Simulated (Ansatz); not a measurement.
Here is an unrelaxed guess for ScAl5.

```xyz
6
Lattice="2.8577 0.0000 0.0000 -1.4288 2.4748 0.0000 0.0000 0.0000 13.6527" Properties=species:S:1:pos:R:3 pbc="T T T"
Sc    0.0000    1.6499    0.0000
Al    0.0000    1.6499    9.1018
Al    0.0000    1.6499    4.5509
Al    1.4288    0.8249   11.3773
Al    1.4288    0.8249    2.2755
Al    1.4288    0.8249    6.8264
```

These are results of DFT PBE, scalar-relativistic, plane waves, PAW in Ansatz, not measurements. Settings: cutoff 420 eV, Γ-centred mesh 6×6×2 on the computed 6-atom cell, Gaussian smearing of 0.10 eV; no spin polarisation.

Energies over the elements count from the elements' standard structures at the same level, with no fitted energy shifts.

Question: How far from equilibrium is it?

Answer: The pressure is 9.8 GPa (the mean over three directions, positive in compression), the largest force is 0.79 eV/Å, and the energy is +0.01 eV/atom against the elements. The shortest distance is 2.81 Å.

Question: Is it a good guess?

Answer: A fair one: relaxing gains under 0.1 eV/atom (the start's value is from the coarse mesh, so the gain is rough) in 10 ionic steps and ends at −0.04 eV/atom on the finer mesh. The symmetry stays P-6m2 (No. 187). The volume per atom grows by 12.0 %, from 16.1 to 18.0 Å³. The shortest distance goes from 2.81 Å (Sc–Al and Al–Al) to 2.80 Å (Al–Al). Conventional cell: a = 3.024 Å, c = 13.656 Å. Sc is surrounded by 6 Al at 2.96 Å and 6 Sc at 3.02 Å; Al on a site of symmetry 3m has 6 Al at 2.80–2.84 Å and 6 Al at 3.02 Å; Al on a second site of symmetry 3m is surrounded by 3 Al at 2.80 Å, 3 Sc at 2.96 Å and 6 Al at 3.02 Å; 1 more site not described.

The last run used a 12×12×4 mesh (in the run's order of axes) for its 6-atom cell and Gaussian smearing of 0.10 eV. For metals, differences of a few meV/atom aren't resolved. The relaxation can't lower the symmetry of the start, and the grade says only how near the guess is to its own end. A structure relaxed within its symmetry needn't be a true minimum. Another cell of ScAl5 relaxed alike, in Cmmm, lies 205 meV/atom lower, so this cell isn't the stable form at this level.
